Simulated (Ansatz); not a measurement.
This is a relaxation of cell and atoms with the plane-wave code Ansatz on a 14-atom cell of Si₃Ge₃N₈ built on β-Si3N4 (relaxed group Pm); the level of theory is r2SCAN. It starts from the PBE minimum.

```yaml
crystal:
  lattice:
    - [7.9083536285, 0.0, 0.016459138]
    - [0.0, 3.0192070932, 0.0]
    - [-3.9399227826, 0.0, 6.8205814102]
  atoms:
    - { symbol: Si, position: [0.5974809446, 0.5, 0.8277269379] }
    - { symbol: Si, position: [0.8224567412, 0.0, 0.2293400332] }
    - { symbol: Si, position: [0.7643158309, 0.0, 0.594534732] }
    - { symbol: Ge, position: [0.2280724284, 0.5, 0.4040577623] }
    - { symbol: Ge, position: [0.1691853189, 0.5, 0.7646208939] }
    - { symbol: Ge, position: [0.4140828308, 0.0, 0.1756716406] }
    - { symbol: "N", position: [0.3433093921, 0.5, 0.6732123721] }
    - { symbol: "N", position: [0.6791896684, 0.0, 0.342370401] }
    - { symbol: "N", position: [0.6974449375, 0.5, 0.6687159324] }
    - { symbol: "N", position: [0.6727533239, 0.0, 0.9695655157] }
    - { symbol: "N", position: [0.0174026838, 0.0, 0.6998037438] }
    - { symbol: "N", position: [0.9572050737, 0.5, 0.2952515079] }
    - { symbol: "N", position: [0.297931457, 0.0, 0.3264468754] }
    - { symbol: "N", position: [0.339169369, 0.5, 0.0286816517] }
kpoints:
  mp_grid: { grid: [4, 8, 4] }
hamiltonian:
  xc: r2scan
scf:
  occupations: { method: fermi_dirac, width: 0.02 }
relax:
  f_tol: 0.005
  cell: {}
```

The trajectory has 6 recorded frames, each with fractional positions and then forces in eV/Å along x, y and z. The last, and any step after a large change of cell, is solved on a basis re-selected at its cell; pressure is positive in compression.

Step 1: energy 0.0 meV/atom from step 1, largest force component 0.155 eV/Å, pressure -6.01 GPa; a = 7.908 Å, b = 3.019 Å, c = 7.877 Å, α = 90.00°, β = 119.89°, γ = 90.00°
```
Si 0.5975 0.5000 0.8277     0.015   0.000  -0.063
Si 0.8225 0.0000 0.2293    -0.031   0.000  -0.006
Si 0.7643 0.0000 0.5945     0.089   0.000  -0.007
Ge 0.2281 0.5000 0.4041     0.008   0.000   0.014
Ge 0.1692 0.5000 0.7646     0.041   0.000   0.087
Ge 0.4141 0.0000 0.1757    -0.029   0.000   0.019
N  0.3433 0.5000 0.6732    -0.111   0.000  -0.087
N  0.6792 0.0000 0.3424    -0.105   0.000  -0.085
N  0.6974 0.5000 0.6687     0.016   0.000  -0.018
N  0.6728 0.0000 0.9696    -0.023   0.000  -0.019
N  0.0174 0.0000 0.6998     0.155   0.000   0.049
N  0.9572 0.5000 0.2953     0.072   0.000   0.025
N  0.2979 0.0000 0.3264    -0.050   0.000   0.025
N  0.3392 0.5000 0.0287    -0.048   0.000   0.066
```

Step 2: energy -5.1 meV/atom from step 1, largest force component 0.048 eV/Å, pressure -2.57 GPa; a = 7.866 Å, b = 3.004 Å, c = 7.837 Å, α = 90.00°, β = 119.91°, γ = 90.00°
```
Si 0.5971 0.5000 0.8276     0.010   0.000  -0.030
Si 0.8227 0.0000 0.2296    -0.039   0.000   0.001
Si 0.7644 0.0000 0.5945     0.043   0.000  -0.011
Ge 0.2284 0.5000 0.4041    -0.019   0.000   0.022
Ge 0.1694 0.5000 0.7648     0.025   0.000   0.034
Ge 0.4138 0.0000 0.1755     0.004   0.000   0.026
N  0.3427 0.5000 0.6728    -0.001   0.000  -0.012
N  0.6788 0.0000 0.3421    -0.009   0.000  -0.018
N  0.6969 0.5000 0.6683     0.028   0.000   0.011
N  0.6723 0.0000 0.9697     0.008   0.000  -0.020
N  0.0179 0.0000 0.6997     0.016   0.000   0.009
N  0.9579 0.5000 0.2960     0.003   0.000  -0.027
N  0.2982 0.0000 0.3266    -0.021   0.000  -0.004
N  0.3393 0.5000 0.0287    -0.048   0.000   0.019
```

Step 3: energy -6.2 meV/atom from step 1, largest force component 0.021 eV/Å, pressure +0.11 GPa; a = 7.837 Å, b = 2.991 Å, c = 7.807 Å, α = 90.00°, β = 119.90°, γ = 90.00°
```
Si 0.5974 0.5000 0.8274     0.004   0.000  -0.013
Si 0.8224 0.0000 0.2294     0.001   0.000   0.006
Si 0.7648 0.0000 0.5945     0.007   0.000   0.005
Ge 0.2281 0.5000 0.4043    -0.007   0.000  -0.009
Ge 0.1697 0.5000 0.7650     0.009   0.000   0.021
Ge 0.4137 0.0000 0.1758    -0.003   0.000   0.004
N  0.3429 0.5000 0.6729     0.008   0.000   0.017
N  0.6786 0.0000 0.3419     0.009   0.000   0.003
N  0.6974 0.5000 0.6683    -0.004   0.000   0.007
N  0.6724 0.0000 0.9694    -0.002   0.000  -0.002
N  0.0183 0.0000 0.6996    -0.014   0.000  -0.014
N  0.9577 0.5000 0.2958    -0.002   0.000  -0.011
N  0.2979 0.0000 0.3267     0.006   0.000  -0.004
N  0.3387 0.5000 0.0290    -0.012   0.000  -0.011
```

Step 4: energy -6.2 meV/atom from step 1, largest force component 0.009 eV/Å, pressure +0.01 GPa; a = 7.837 Å, b = 2.992 Å, c = 7.808 Å, α = 90.00°, β = 119.91°, γ = 90.00°
```
Si 0.5975 0.5000 0.8274     0.003   0.000  -0.009
Si 0.8224 0.0000 0.2293     0.001   0.000   0.002
Si 0.7649 0.0000 0.5944     0.005   0.000   0.003
Ge 0.2280 0.5000 0.4043    -0.006   0.000  -0.001
Ge 0.1698 0.5000 0.7651     0.006   0.000   0.008
Ge 0.4136 0.0000 0.1759     0.002   0.000   0.003
N  0.3430 0.5000 0.6730     0.000   0.000   0.004
N  0.6786 0.0000 0.3419     0.001   0.000  -0.001
N  0.6976 0.5000 0.6684    -0.004   0.000   0.004
N  0.6723 0.0000 0.9694    -0.002   0.000   0.002
N  0.0183 0.0000 0.6995    -0.002   0.000  -0.007
N  0.9576 0.5000 0.2956     0.001   0.000  -0.005
N  0.2979 0.0000 0.3268     0.002   0.000   0.001
N  0.3385 0.5000 0.0291    -0.008   0.000  -0.006
```

Step 5: energy -6.2 meV/atom from step 1, largest force component 0.004 eV/Å, pressure 0.00 GPa; a = 7.836 Å, b = 2.992 Å, c = 7.809 Å, α = 90.00°, β = 119.90°, γ = 90.00°
```
Si 0.5975 0.5000 0.8273     0.000   0.000  -0.003
Si 0.8224 0.0000 0.2292     0.001   0.000   0.001
Si 0.7649 0.0000 0.5944    -0.003   0.000   0.001
Ge 0.2281 0.5000 0.4044     0.003   0.000   0.001
Ge 0.1699 0.5000 0.7652     0.001   0.000  -0.002
Ge 0.4136 0.0000 0.1760    -0.002   0.000   0.004
N  0.3430 0.5000 0.6731     0.000   0.000   0.002
N  0.6786 0.0000 0.3418     0.001   0.000  -0.001
N  0.6976 0.5000 0.6684     0.002   0.000   0.000
N  0.6723 0.0000 0.9693    -0.001   0.000   0.000
N  0.0183 0.0000 0.6992     0.000   0.000  -0.001
N  0.9576 0.5000 0.2954    -0.002   0.000  -0.002
N  0.2982 0.0000 0.3273     0.000   0.000   0.000
N  0.3380 0.5000 0.0292     0.000   0.000   0.000
```

Step 6: energy -6.1 meV/atom from step 1, largest force component 0.004 eV/Å, pressure 0.00 GPa; a = 7.836 Å, b = 2.992 Å, c = 7.809 Å, α = 90.00°, β = 119.90°, γ = 90.00°
```
Si 0.5975 0.5000 0.8273     0.000   0.000  -0.003
Si 0.8224 0.0000 0.2292     0.001   0.000   0.001
Si 0.7649 0.0000 0.5944    -0.003   0.000   0.001
Ge 0.2281 0.5000 0.4044     0.003   0.000   0.001
Ge 0.1699 0.5000 0.7652     0.001   0.000  -0.002
Ge 0.4136 0.0000 0.1760    -0.002   0.000   0.004
N  0.3430 0.5000 0.6731     0.000   0.000   0.002
N  0.6786 0.0000 0.3418     0.001   0.000  -0.001
N  0.6976 0.5000 0.6684     0.002   0.000   0.000
N  0.6723 0.0000 0.9693    -0.001   0.000   0.000
N  0.0183 0.0000 0.6992     0.000   0.000  -0.001
N  0.9576 0.5000 0.2954    -0.002   0.000  -0.002
N  0.2982 0.0000 0.3273     0.000   0.000  -0.001
N  0.3380 0.5000 0.0292     0.000   0.000   0.000
```

The walk took 5 steps and changed the volume by -2.6 %. The last SCF, on a fresh basis, lies 6.1 meV an atom below the first. Final cell: it is monoclinic, Pm (No. 6); conventional cell a = 7.809 Å, b = 2.992 Å, c = 7.835 Å, β = 119.9°, 11.34 Å³ an atom. Around Si lie 4 N at 1.74–1.78 Å; around Si lie 4 N at 1.74–1.77 Å; around Si lie 4 N at 1.73–1.78 Å; around Ge lie 4 N at 1.80–1.85 Å; around Ge lie 4 N at 1.81–1.83 Å; around Ge lie 4 N at 1.80–1.82 Å; around N lie 1 Si at 1.74 Å and 2 Ge at 1.82–1.83 Å; around N lie 2 Si at 1.74 Å and 1 Ge at 1.82 Å (further sites aren't listed).

Q: It ran on 1 × NVIDIA H100 80GB HBM3 with 2 threads of AMD EPYC 7R13 Processor (Zen 3), with other jobs on the host, load about 0.8 per core. About how long did it take, and what peak of host memory did it reach?

A: About 27 s, with a peak of 1.2 GiB.

Spin-unpolarised throughout. Whether this structure exists isn't addressed.
